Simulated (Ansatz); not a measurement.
# Computed properties of ZrOs

ZrOs:
```cif
data_OsZr
_chemical_formula_sum 'Zr1 Os1'
_space_group_name_H-M_alt 'Pm-3m'
_space_group_IT_number 221
_space_group_name_Hall '-P 4 2 3'
_cell_length_a 3.22611
_cell_length_b 3.22611
_cell_length_c 3.22611
_cell_angle_alpha 90.000
_cell_angle_beta 90.000
_cell_angle_gamma 90.000
loop_
_atom_site_label
_atom_site_type_symbol
_atom_site_symmetry_multiplicity
_atom_site_Wyckoff_symbol
_atom_site_fract_x
_atom_site_fract_y
_atom_site_fract_z
_atom_site_occupancy
Zr1 Zr 1 b 0.50000 0.50000 0.50000 1
Os1 Os 1 a 0.00000 0.00000 0.00000 1
```

Space group Pm-3m (No. 221), CsCl type; conventional cell a = 3.2261 Å, b = 3.2261 Å, c = 3.2261 Å, α = 90.00°, β = 90.00°, γ = 90.00°.

Method: LDA in the plane-wave PAW code Ansatz. Geometry: relaxed at this level of theory. Other levels are named where they apply.

**Cell and energy**

```
Quantity                                                       Value
-----------------------------------------------------  -------------
Volume per atom                                             16.79 Å³
Density                                                  13.92 g/cm³
Formation energy from the elements (no fitted shifts)  -0.53 eV/atom
```

**Electronic structure**

```
Quantity                                                                    Result
------------------------------------  --------------------------------------------
Electronic character                                             metallic (no gap)
Density of states at the Fermi level  0.22 states/eV per atom (mean over ±0.08 eV)
```

**Mechanics**

```
Property                                                                      Result
--------------------------------------------  --------------------------------------
Bulk modulus (Birch–Murnaghan fit)                                           234 GPa
Pressure derivative B′                                                           4.1
Elastic constants (relaxed ions, GPa)               C11 = 403, C12 = 152, C44 = 96.5
Mechanical stability                          stable (all eigenvalues of C positive)
Hill bulk and shear moduli                                           235 and 107 GPa
Young's modulus                                                              279 GPa
Poisson's ratio                                                                 0.30
Debye temperature from the elastic constants                                   360 K
```

**Phonons**

```
Property                                       Result
-----------------------------  ----------------------
Highest zone-centre frequency                189 cm⁻¹
Zone-centre stability          no imaginary mode at Γ
```

The first step of the workflow began from a Materials Project structure, measured or hypothetical; the Crystallography Open Database files this formula in space group No. 221, but the cells were not matched. Whether it is the stable phase at ambient conditions was not checked. Symmetry was held in the LDA relaxation. The run is not spin-polarised. As this level gives no gap, shear constants depend on the k-mesh and smearing (Fermi–Dirac, 0.1 eV here). As this level gives no gap, phonon frequencies hold no LO–TO term and depend on the k-mesh and smearing (Fermi–Dirac, 0.1 eV here). The references are the lowest solids computed at this level, not always the standard phases. Scalar-relativistic: spin–orbit coupling is off unless named, which matters more the heavier the elements.

Potentials: the later of the program's two PAW sets.
